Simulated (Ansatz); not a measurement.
YSi2:
```cif
data_Si2Y
_chemical_formula_sum 'Y1 Si2'
_space_group_name_H-M_alt 'P 1'
_space_group_IT_number 1
_cell_length_a 5.51706
_cell_length_b 5.51706
_cell_length_c 5.51706
_cell_angle_alpha 144.099
_cell_angle_beta 144.099
_cell_angle_gamma 51.679
loop_
_space_group_symop_operation_xyz
  'x, y, z'
loop_
_atom_site_label
_atom_site_type_symbol
_atom_site_fract_x
_atom_site_fract_y
_atom_site_fract_z
_atom_site_occupancy
Y1 Y 0.00000 0.00000 0.00000 1
Si1 Si 0.29585 0.29585 0.00000 1
Si2 Si 0.70415 0.70415 0.00000 1
```

This is the PBE-relaxed structure.

Question: All from PBE in the plane-wave PAW code Ansatz, unless another level is named. Give the electronic character.

Answer: metallic (no gap).

Question: What about the formation energy from the elements (no fitted shifts)?

Answer: -0.32 eV/atom.

Question: Next, the density of states at the Fermi level?

Answer: 0.72 states/eV per atom (mean over ±0.08 eV).

Space group I4/mmm (MoSi2 or CaC2 type). A made-up cell: these elements were put on the sites of a structure type; neither database checked (COD, Materials Project) lists it. COD files the formula under space group No. 191, so this cell is another polymorph or a model. Whether it is the stable phase at ambient conditions was not checked. The PBE relaxation kept the symmetry of its start; its stability against distortions is not shown here. The run is not spin-polarised. The references are the lowest solids computed at this level, not always the standard phases. Spin–orbit coupling is left out wherever it is not named.

Potentials: the later of the program's two PAW sets.
